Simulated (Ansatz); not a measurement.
# Equation of state of TiAu from a dense series

```xyz
2
Lattice="3.2540 0.0000 0.0000 0.0000 3.2540 0.0000 0.0000 0.0000 3.2540" Properties=species:S:1:pos:R:3 pbc="T T T"
Ti    1.6270    1.6270    1.6270
Au    0.0000    0.0000    0.0000
```

Atom numbers follow the list: Ti1, Au2.

The geometry is COD entry 1510312, unchecked; take it as a test cell.

Spin polarisation is left out, and whether a magnetic state lies lower isn't shown here.

Spin–orbit coupling is left out, though it moves levels of the heavy atoms by tenths of an eV or more.

Level of theory: DFT, PBEsol, all-electron LAPW, scalar-relativistic (Ansatz 0.2.0).

The runs use a Γ-centred 10×10×10 k mesh, Fermi–Dirac smearing of 0.08 eV, basis error target 1 meV/atom, no spin polarisation.

The cell is scaled evenly. Fractional coordinates are held (clamped ions).

```
V (Å³/atom)  P (GPa)
     16.194     4.99
     16.538     1.34
     16.883    -1.91
     17.055    -3.39
     17.228    -4.79
     17.400    -6.11
     17.572    -7.35
     18.261   -11.63
```

Question: Fit a third-order Birch–Murnaghan curve to the pressures.

Answer: P = (3B0/2)(y^(7/2) − y^(5/2))[1 + (3/4)(B0′ − 4)(y − 1)] with y = (V0/V)^(2/3) fits within 0.01 GPa for V0 = 16.675 Å³/atom, B0 = 158.9 GPa and B0′ = 4.77.

Question: Predict the pressure at the withheld volume, 17.917 Å³/atom.

Answer: There y = 0.9533, so the fit gives -9.62 GPa; the run gave -9.62 GPa.
